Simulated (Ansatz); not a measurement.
Na:
```xyz
1
Lattice="-2.0984 2.0984 2.0984 2.0984 -2.0984 2.0984 2.0984 2.0984 -2.0984" Properties=species:S:1:pos:R:3 pbc="T T T"
Na     0.0000     0.0000     0.0000
```

Relaxed with plane-wave PAW PBE (Ansatz code). Indices refer to the conventional cell of Im-3m, a = 4.197 Å, b = 4.197 Å, c = 4.197 Å, α = 90.00°, β = 90.00°, γ = 90.00°.

Q: Simulate the powder diffraction pattern (Cu Kα, λ = 1.54184 Å; lines above 1 %) up to 2θ = 90°.

A: Simulated powder pattern, Cu Kα, λ = 1.54184 Å (kinematic, ideal powder, no thermal factors, no anomalous dispersion; the 30 strongest lines at most, above 1 %, up to 2θ = 90°):

| 2θ (°) | d (Å) | I/Imax (%) | hkl |
|---|---|---|---|
| 30.11 | 2.968 | 100 | (110) |
| 43.11 | 2.098 | 18 | (200) |
| 53.48 | 1.713 | 36 | (211) |
| 62.61 | 1.484 | 10 | (220) |
| 71.03 | 1.327 | 13 | (310) |
| 79.04 | 1.212 | 3.0 | (222) |
| 86.84 | 1.122 | 14 | (321) |

Symmetry was held in the PBE relaxation.

Potentials: the later of the program's two PAW sets.
